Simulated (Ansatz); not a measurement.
## HgTe under strain: 201Hg nuclear quadrupole resonance

Cell: an entry of the Crystallography Open Database (COD), relaxed with PBE at fixed cell and then changed (z stretched by 1 %, ions relaxed).

```
CELL_PARAMETERS angstrom
0.00000 3.22350 3.25574
3.22350 0.00000 3.25574
3.22350 3.22350 0.00000
ATOMIC_POSITIONS crystal
Hg 0.00000 0.00000 0.00000
Te 0.25000 0.25000 0.25000
```

Atom numbers follow the list; atoms alike are taken as one site, whose name carries the number of the first.

Computed with Ansatz: DFT, PBE, plane waves and PAW, scalar-relativistic, 420 eV cutoff, Γ-centred 13×13×13 k-points, Fermi–Dirac smearing 0.05 eV.

201Hg: I = 3/2, Q = 387.0 mb (year-2017 value). Static lattice, zero field.

Problem. Predict the zero-field 201Hg lines of each site.

Solution. For I = 3/2 there is one line, ν = (|C_Q|/2)(1 + η²/3)^½.

```
site  atoms  V_zz (10²¹ V/m²)  C_Q (MHz)     η  line frequencies (MHz)
  Hg      1             -0.56      -5.21  0.00                    2.60
```

An axis of threefold or higher order runs through Hg, so V_zz lies along it and η is zero.

The run finds no gap above 0.1 eV (a metal, or nearly one), so the gradients can move by 10 % or more with the k-mesh. Spin–orbit coupling is left out, which shifts gradients on Hg by a few per cent in wide-gap crystals, and can shift them far more where the calculated gap is small or absent, as here. Semilocal functionals make gaps too small and can close them, so the real compound need not be a metal.

The relaxation (1 step) took 20 s of wall time (20 s of CPU time) and 0.66 GiB at its peak, on 1 thread of AMD EPYC 9R14 (Zen 4) (x86_64; 16 cores open to the job, memory cap 3.0 GiB, no GPU), a shared host with a load of 0.5 a core.
